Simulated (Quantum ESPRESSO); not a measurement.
**Band energies of MgO**

```
MgO
1.0
    0.00000     2.07991     2.07991
    2.07991     0.00000     2.07991
    2.07991     2.07991     0.00000
O Mg
1 1
Direct
  0.50000   0.50000   0.50000
  0.00000   0.00000   0.00000
```

norm-conserving LDA (Quantum ESPRESSO, 84 Ry, no spin-orbit coupling); path ΓXWKΓLUWLK,UX; energies in eV from the valence-band maximum.

```csv
k (1/Å),point,band 4,band 5,band 6,band 7,band 8,band 9,band 10,band 11
0.00,Γ,-38.81,-17.13,0.00,0.00,0.00,5.07,15.91,15.91
0.54,,-38.82,-16.65,-1.78,-0.46,-0.46,7.14,12.48,16.92
1.08,,-38.84,-15.73,-3.75,-1.18,-1.18,9.74,9.78,13.72
1.51,X,-38.84,-15.40,-4.26,-1.41,-1.41,9.05,10.14,13.28
1.62,,-38.84,-15.39,-4.23,-1.46,-1.43,9.13,10.22,13.25
2.16,,-38.84,-15.33,-3.38,-2.78,-1.84,11.26,12.17,12.18
2.27,W,-38.84,-15.32,-3.09,-3.09,-1.86,11.74,11.74,12.35
2.80,K,-38.83,-15.36,-3.65,-2.84,-1.20,10.13,11.96,12.68
3.30,,-38.82,-15.70,-3.67,-2.21,-0.73,9.83,11.89,14.03
3.80,,-38.81,-16.55,-2.23,-0.70,-0.24,7.38,12.65,16.22
4.30,,-38.81,-17.11,-0.10,-0.02,-0.01,5.17,15.64,15.94
4.40,Γ,-38.81,-17.13,0.00,0.00,0.00,5.07,15.91,15.91
4.80,,-38.81,-16.85,-1.36,-0.16,-0.16,6.30,13.72,16.43
5.31,,-38.82,-16.02,-3.96,-0.55,-0.55,7.90,12.49,16.67
5.71,L,-38.82,-15.64,-4.84,-0.69,-0.69,8.01,12.83,16.42
5.81,,-38.82,-15.63,-4.81,-0.76,-0.70,8.10,12.81,16.19
6.33,,-38.83,-15.45,-4.00,-2.40,-1.01,9.99,12.31,13.21
6.63,U,-38.83,-15.36,-3.65,-2.84,-1.20,10.13,11.96,12.68
6.85,,-38.84,-15.35,-3.56,-2.83,-1.43,10.53,12.05,12.51
7.17,W,-38.84,-15.32,-3.09,-3.09,-1.86,11.74,11.74,12.35
7.36,,-38.84,-15.35,-3.35,-2.94,-1.64,11.37,11.85,12.51
7.85,,-38.82,-15.55,-4.48,-1.52,-0.87,9.08,12.58,14.46
8.24,L,-38.82,-15.64,-4.84,-0.69,-0.69,8.01,12.83,16.42
8.33,,-38.82,-15.64,-4.82,-0.75,-0.70,8.08,12.82,16.23
8.79,,-38.83,-15.48,-4.14,-2.17,-0.96,9.78,12.37,13.50
9.16,K,-38.83,-15.36,-3.65,-2.84,-1.20,10.13,11.96,12.68
9.16,U,-38.83,-15.36,-3.65,-2.84,-1.20,10.13,11.96,12.68
9.70,X,-38.84,-15.40,-4.26,-1.41,-1.41,9.05,10.14,13.28
```

The LDA gap is direct, 5.07 eV at Γ.

Geometry relaxed with LDA.
